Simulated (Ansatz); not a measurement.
Cr3NiC (anti-perovskite, Pm-3m) at seven volumes, PBE (plane waves, PAW; program Ansatz), scaled uniformly. One row is withheld.

| V (Å³/atom) | P (GPa) |
|---|---|
| 9.907 | 28.37 |
| 10.233 | 17.35 |
| 10.560 | 7.97 |
| 10.886 | -0.01 |
| 11.213 | -6.81 |
| 11.539 | ? |
| 11.866 | -17.52 |

Fit the shown pressures and predict the withheld one.

Third-order Birch–Murnaghan: P = (3/2)B₀(x^(7/2) − x^(5/2))[1 + (3/4)(B′ − 4)(x − 1)] with x = (V₀/V)^(2/3). Least squares on the six rows gives V₀ = 10.886 Å³/atom, B₀ = 245.1 GPa, B′ = 4.36. At V = 11.539, x = 0.9619 and P = -12.58 GPa. The run itself gave -12.60 GPa.

The start of the workflow was typed in or built on a structure type; neither database checked (COD, Materials Project) lists it. Its standing as an ambient phase is unchecked. The PBE relaxation kept the symmetry of its start; whether a distortion lowers the energy is not shown. The workflow began spin-polarised and lost its moments.

Potentials: the earlier of the program's two PAW sets.
